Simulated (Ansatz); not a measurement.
ZrGe (P6/mmm), relaxed with HSE06 (Ansatz, a quantum-chemistry and plane-wave program, plane waves, PAW): a = b = 6.317 Å, c = 4.049 Å, α = β = 90.00°, γ = 120.00°.

| Quantity | Value |
|---|---|
| B₀ by P(V) fit (GPa) | 95.7 |

### Question
The same phase is relaxed and computed with PBE in the same code. What are the cell and these values now?

### Answer
a = 6.301 Å, b = 6.301 Å, c = 4.120 Å, α = 90.00°, β = 90.00°, γ = 120.00°.

* **B₀ by P(V) fit (GPa)**: 88.2

Constructed cells (a structure type filled with these elements, in neither database checked): ZrGe, P6/mmm (Zr on 3f, Ge on 1a, Ge on 2d). All cells were relaxed under the symmetry of their starts (and spin orders); stability against distortions was not tested throughout. Rows with no word on spin ran without spin polarisation. Spin–orbit coupling is left out wherever it is not named.

Potentials: the later of the program's two PAW sets.

Ansatz is a plane-wave DFT program.
